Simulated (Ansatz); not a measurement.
# Trigonal deformation path in ZrOs₃

Theory: DFT LDA, scalar-relativistic, plane waves, PAW in Ansatz. Cutoff 420 eV, Γ-centred 14×14×14 k-points, Gaussian smearing of 0.15 eV. Spin–orbit coupling is left out, which can shift energies with elements as heavy as these. No spin polarisation. Energies are free energies at this smearing, counted from the undisturbed cell; pressure is positive in compression.

The starting cell (relaxed at this level; it needn't be the usual structure):

```
CELL_PARAMETERS angstrom
3.92242 0.00000 0.00000
0.00000 3.92242 0.00000
0.00000 0.00000 3.92242
ATOMIC_POSITIONS crystal
Zr 0.00000 0.00000 0.00000
Os 0.50000 0.50000 0.00000
Os 0.50000 0.00000 0.50000
Os 0.00000 0.50000 0.50000
```

At fixed volume and fractional coordinates, lengths along (0.577, 0.577, 0.577) are scaled against those across it; ρ is that ratio over its starting value. The cell is metallic on the mesh throughout. At ρ = 0.500 the cell becomes cubic (Im-3m), and there the slope of the energy vanishes by symmetry.

```
    ρ  ΔE (meV/atom) pressure (GPa)
0.500         1219.8            41.3
0.710              ?               ?
1.000            0.0             0.0
2.000         5505.0           187.4
```

**Question.** Give the withheld values.

**Answer.** ΔE (meV/atom) at ρ = 0.710: 748.5; pressure (GPa) at ρ = 0.710: 24.2.